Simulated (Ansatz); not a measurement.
Values for one crystal, relaxed and computed with the program Ansatz at the PBE level (PAW); other levels are named.

```yaml
volume_per_atom: 14.73 Å³
electronic_character: metallic (no gap)
Formation energy from the elements (no fitted shifts): 0.015 eV/atom
Density of states at the Fermi level: 0.74 states/eV per atom (mean over ±0.08 eV)
```

Task: Which of these materials gives this?
A. SnPd, P6/mmm (Pd on 3f, Sn on 2d, Sn on 1a)
B. MnGa, P6/mmm (Mn on 3f, Ga on 2d, Ga on 1a)
C. TiGa2, Fddd (Ga on 16f, Ti on 8b)
D. Ga2Pt, cubic Laves (MgCu2 type)

Result: B, MnGa, P6/mmm (Mn on 3f, Ga on 2d, Ga on 1a)

The start of the workflow was typed in or built on a structure type; neither database checked (COD, Materials Project) lists it. Whether it is the stable phase at ambient conditions was not checked. The PBE relaxation kept the symmetry of its start; its stability against distortions is not shown here. The workflow began spin-polarised and lost its moments. The references are the lowest solids computed at this level, not always the standard phases. Spin–orbit coupling is left out wherever it is not named.

Potentials: the earlier of the program's two PAW sets.
